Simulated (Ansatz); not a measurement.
MgS (zinc blende, F-43m), DFT-LDA in the program Ansatz with PAW potentials: ε∞ = 4.19, cell volume 43.76 Å³. Infrared-active transverse modes:

| ω_TO (cm⁻¹) | oscillator strength S_xx (e²/amu) |
|---|---|
| 343.4 | 0.2530 |

Task: Compute the static dielectric constant.

Result: Each mode adds (4.921e7/V) S/ω²: 2.41. So ε0 = 6.61.

Task: What LO frequency does the Lyddane–Sachs–Teller relation give?

Result: ω_LO = ω_TO √(ε0/ε∞) = 431 cm⁻¹.

The cell is a constructed one: a structure type filled with these elements; the Crystallography Open Database copy checked does not list it. COD files the formula under space group No. 225, so this cell is another polymorph or a model. Its standing as an ambient phase is unchecked. The cell was relaxed with LDA under the symmetry of its start; phonons on a q-mesh show no instability.

Potentials: the later of the program's two PAW sets.
